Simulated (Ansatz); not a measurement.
Mo₂C (space group Pbcn)

```xyz
12
Lattice="4.7050 0.0000 0.0000 0.0000 6.0100 0.0000 0.0000 0.0000 5.1764" Properties=species:S:1:pos:R:3 pbc="T T T"
Mo     1.1570     5.2735     0.4124
Mo     3.5480     0.7365     4.7640
Mo     1.1955     3.7414     3.0006
Mo     3.5094     2.2685     2.1758
Mo     3.5094     3.7414     4.7640
Mo     1.1955     2.2685     0.4124
Mo     3.5480     5.2735     2.1758
Mo     1.1570     0.7365     3.0006
C      2.3525     5.2719     3.8823
C      2.3525     0.7380     1.2941
C      0.0000     3.7430     1.2941
C      0.0000     2.2669     3.8823
```

The slice is a (010) plane (indices of the conventional cell) through the point (0.254, 0.623, 0.580) (fractional), spanned by u = [100] and v = [001] in vectors of this cell: u (4.70 Å) and v (5.18 Å, at 90° to u). It covers one period; positions are fractions (u, v).

The numbers are results of PBEsol (plane waves to 420 eV, PAW, scalar-relativistic; Ansatz, an electronic-structure program), not measurements. k mesh 8×6×7. These are valence fields of a PAW run, semicore shells included where kept as valence: close to a nucleus they are smooth pseudo fields. Mo2C is run without spin polarisation. Mo2C was relaxed with its symmetry unable to fall.

Three fields on this plane, each scaled to ten steps between its own extremes (0 low, 9 high; the total valence density on a logarithmic scale, the potential cut 8 eV below its top; x marks points blanked near nuclei; v = 0 in the bottom row):

Map A
```
|xxxxx5322222112235xxxx|
|xxxx843222222223458xxx|
|xxx95322222333445679xx|
|xx7532222223446xxx889x|
|65422111122346xxxxxx76|
|4321000011235xxxxxxxx5|
|3210000001246xxxxxxxx5|
|3210000001246xxxxxxxx5|
|3210000001246xxxxxxxx5|
|3211000112346xxxxxxxx5|
|32211112346677xxxxxx54|
|3222222469xxx987xx6543|
|22222246xxxxxx97554333|
|22222359xxxxxxx8533222|
|2222236xxxxxxxx9532111|
|1222236xxxxxxxxx532111|
|2222236xxxxxxxx8432212|
|33222358xxxxxxx7432223|
|554333469xxxxx85333345|
|xx7543345799865433468x|
|xxx96433344544333469xx|
|xxxx843222222222348xxx|
|xxxxx5322222111235xxxx|
|xxxxx5322221111235xxxx|
```

Map B
```
|xxxxx0367766666520xxxx|
|xxxx004676555565300xxx|
|xxx00257655445543000xx|
|xx0015776544443xxx000x|
|00025788765432xxxxxx00|
|2346789876553xxxxxxxx1|
|5678999987653xxxxxxxx3|
|6788999987753xxxxxxxx3|
|5678999876542xxxxxxxx3|
|5567898753210xxxxxxxx4|
|45678764100000xxxxxx34|
|4466764000xxx000xx2444|
|45666500xxxxxx00035554|
|56676300xxxxxxx0035665|
|6677620xxxxxxxx0036666|
|7777620xxxxxxxxx036777|
|6666520xxxxxxxx0036666|
|33455300xxxxxxx0045543|
|000133000xxxxx00244200|
|xx0002200000000243000x|
|xxx00133200000344100xx|
|xxxx003554434555300xxx|
|xxxxx0367766667630xxxx|
|xxxxx0367776777520xxxx|
```

Map C
```
|xxxxx0256543222200xxxx|
|xxxx313565422233202xxx|
|xxx41145543223566413xx|
|xx2002454322358xxx622x|
|00001244322358xxxxxx31|
|1001233322247xxxxxxxx4|
|4211222222359xxxxxxxx8|
|5322222222369xxxxxxxx9|
|5222222211258xxxxxxxx8|
|3222332100014xxxxxxxx6|
|22334420000013xxxxxx74|
|2345541014xxx226xx9743|
|23455311xxxxxx31356432|
|34565214xxxxxxx1023222|
|3456411xxxxxxxx3002222|
|4455311xxxxxxxxx002233|
|3344310xxxxxxxx3012333|
|11123102xxxxxxx1023211|
|000012003xxxxx20122100|
|xx2001100234310122112x|
|xxx30122000000122114xx|
|xxxx201332111223102xxx|
|xxxxx0134433333200xxxx|
|xxxxx0145544332200xxxx|
```

**Question.** Assign the maps to these fields: electron localisation function (ELF); valence electron density; electrostatic potential energy of an electron, from the cell's mean.

**Answer.** A is the valence electron density; B is the electrostatic potential energy of an electron, from the cell's mean; C is the electron localisation function (ELF).
